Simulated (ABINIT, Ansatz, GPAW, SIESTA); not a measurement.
## InSb3: programs and potentials compared

```
Sb In
1.0
     4.80637    0.00000    0.00000
     0.00000    4.80637    0.00000
     0.00000    0.00000    4.80637
Sb In
3 1
Direct
  0.50000 0.50000 0.00000
  0.00000 0.50000 0.50000
  0.50000 0.00000 0.50000
  0.00000 0.00000 0.00000
```

The cell comes from a database or a generator and needn't be the stable form of this composition.

Alike in all runs: task single point; functional PBE; k mesh 6 × 6 × 6; occupations fermi-dirac, width 0.05 eV; no spin polarisation; no spin-orbit coupling. A missing gap at this level doesn't show that the real crystal is a metal. Pressure is positive in compression and, in plane waves, holds the error of the finite cutoff, which Ansatz's Pulay term estimates and takes out.

| program and potentials | plane-wave cutoff (eV) | notes | band gap (eV) | pressure (GPa) |
| --- | --- | --- | --- | --- |
| Ansatz, Ansatz PAW | 420 | Pulay term of +0.04 GPa included | no gap | 0.18 |
| SIESTA, files PseudoDojo sr-pbe-0.4.1-standard, DZP (energy shift 0.003 Ry; two zetas on semicore shells) | - | atomic basis | no gap | 1.73 |
| ABINIT, JTH PAW PBE v2.0 | 599 | - | no gap | 0.17 |
| GPAW, GPAW PAW data sets (gpaw-data 1.2.1) | 600 | - | no gap | -0.11 |

None finds a gap. The pressure spans -0.11 (GPAW, GPAW PAW data sets (gpaw-data 1.2.1)) to 1.73 GPa (SIESTA, files PseudoDojo sr-pbe-0.4.1-standard, DZP (energy shift 0.003 Ry; two zetas on semicore shells)). The pressure on the cell as given of SIESTA, files PseudoDojo sr-pbe-0.4.1-standard, DZP (energy shift 0.003 Ry; two zetas on semicore shells) lies far from the others; the cause wasn't traced. Rows in atomic bases carry the error of their basis and grid, which can be large.

Differences between rows come from potentials, basis sets and numerical settings, since the functional is the same but for its coding. Runs on potential files found faulty are left out.
